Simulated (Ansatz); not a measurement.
The elements of this relaxed trial crystal are hidden behind letters.

```
lattice vectors (Å)
   3.8831    0.0000    0.0000
  -1.9416    3.3629    0.0000
   0.0000    0.0000   19.1777
fractional positions
X 0.6667 0.3333 0.8330
X 0.3333 0.6667 0.3330
Z 0.6667 0.3333 0.1668
Z 0.6667 0.3333 0.5001
Z 0.3333 0.6667 0.0001
Z 0.3333 0.6667 0.6668
Q 0.6667 0.3333 0.2916
Q 0.6667 0.3333 0.6248
Q 0.6667 0.3333 0.9578
Q 0.3333 0.6667 0.1248
Q 0.3333 0.6667 0.4578
Q 0.3333 0.6667 0.7916
```

Theory: DFT PBE, scalar-relativistic, plane waves, PAW (Ansatz). Cutoff 420 eV, Γ-centred 12×12×2 mesh (12-atom cell), Gaussian smearing of 0.02 eV, no spin polarisation.

| Quantity | Value |
| --- | --- |
| Space group | P6_3mc (No. 186) |
| Conventional cell | a = 3.883 Å, c = 19.178 Å |
| Volume per atom | 20.87 Å³ |
| Density | 3.44 g/cm³ |
| Formation energy | −0.491 eV/atom |
| Gap on the 12×12×2 mesh of the 12-atom cell | 1.42 eV |

Energies are uncorrected and count from the elements' standard states at the same level.

Q: X is a p-block element of period 3, Z is a p-block element of period 4 and Q is a p-block element of period 3. Which elements are they?

A: X = Al, Z = Ga, Q = P, so the formula is AlGa2P3. Density times volume gives a mean mass of 3.44 × 20.87/1.6605 = 43.2 u per atom, and this set has 43.2 u. Al is surrounded by 4 P at 2.38–2.39 Å; Ga on its first site has 4 P at 2.38–2.39 Å; around P on its first site lie 3 Al at 2.38 Å and 1 Ga at 2.39 Å; 3 more sites not described. Other sets within the hints have nearly the same mass, so mass alone doesn't settle it; this one was computed.

Kohn–Sham gaps at this level usually fall short of measured ones. A later test with randomly moved atoms came back to the same energy, though modes that don't fit the test's cell weren't probed.
